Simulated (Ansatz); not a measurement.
Hf₂B:
```yaml
crystal:
  lattice:
    - [1.70559, 0.98473, 5.27835]
    - [-1.70559, 0.98473, 5.27835]
    - [0.00000, -1.96945, 5.27835]
  atoms:
    - { symbol: Hf, position: [0.74791, 0.74791, 0.74791] }
    - { symbol: Hf, position: [0.25209, 0.25209, 0.25209] }
    - { symbol: B, position: [0.00000, 0.00000, 0.00000] }
```

Relaxed with r²SCAN.

Give the Bader charges and basin volumes of the independent atoms, r²SCAN (plane waves, PAW; program Ansatz).



```csv
atom,Bader charge (e),Bader volume (Å³)
Hf1,+1.16,18.1
B3,-2.32,17.1
```

Space group R-3m. The start of the workflow was typed in or built on a structure type; neither database checked (COD, Materials Project) lists it. Whether it is the stable phase at ambient conditions was not checked. Symmetry was held in the r²SCAN relaxation; whether a distortion lowers the energy is not shown. The run is not spin-polarised. The volume moved by -21 % from the start of the relaxation. Scalar-relativistic: spin–orbit coupling is off unless named, which matters more the heavier the elements.

Potentials: the earlier of the program's two PAW sets. The files were generated under PBE; for other functionals the program regenerates the frozen cores, and for LDA and PBEsol the local potential too.
